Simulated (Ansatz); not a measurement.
The relaxed structure here is a generated cell of MgB2: the first start was made by placing the elements on the sites of a structure type, and the end was not matched to a known phase here, so it may be hypothetical. Known forms of MgB2 include space group No. 191.

A relaxed cell of MgB2 (C2/m (No. 12)), relaxed on a k-mesh at least as fine as the one used below. Calculation: PBEsol (plane waves to 420 eV, PAW, scalar-relativistic; Ansatz, a quantum-chemistry and plane-wave program). Γ-centred k-mesh 12×12×5 on the run's cell (coarser than for final values), Fermi–Dirac smearing 0.05 eV.

```yaml
crystal:
  lattice:
    - [2.74688, -1.51867, 0.00000]
    - [2.74688, 1.51867, 0.00000]
    - [-1.03981, 0.00000, 7.49964]
  atoms:
    - { symbol: B, position: [0.75536, 0.75536, 0.10107] }
    - { symbol: B, position: [0.43594, 0.43594, 0.10756] }
    - { symbol: B, position: [0.24464, 0.24464, 0.89893] }
    - { symbol: B, position: [0.56406, 0.56406, 0.89244] }
    - { symbol: Mg, position: [0.12816, 0.12816, 0.33088] }
    - { symbol: Mg, position: [0.87184, 0.87184, 0.66912] }
```

The atoms are displaced along an unstable phonon of this cell by (Å):

```
atom     ux      uy     uz
----  -----  ------  -----
B1    0.000   0.150  0.000
B2    0.000   0.119  0.000
B3    0.000  -0.150  0.000
B4    0.000  -0.119  0.000
Mg5   0.000   0.062  0.000
Mg6   0.000  -0.062  0.000
```

What forces (eV/Å) and pressure result?


```
atom     Fx     Fy     Fz
----  -----  -----  -----
B1     0.10  -0.16  -0.05
B2    -0.38  -0.01  -0.27
B3    -0.10   0.16   0.05
B4     0.38   0.01   0.27
Mg5    0.00   0.13  -0.08
Mg6    0.00  -0.13   0.08
```

Pressure -0.1 GPa.

The undisplaced cell is probably no minimum: from this displacement the run went on to P-1 (No. 2), 0.01 eV/atom below it.

No spin polarisation in the result.
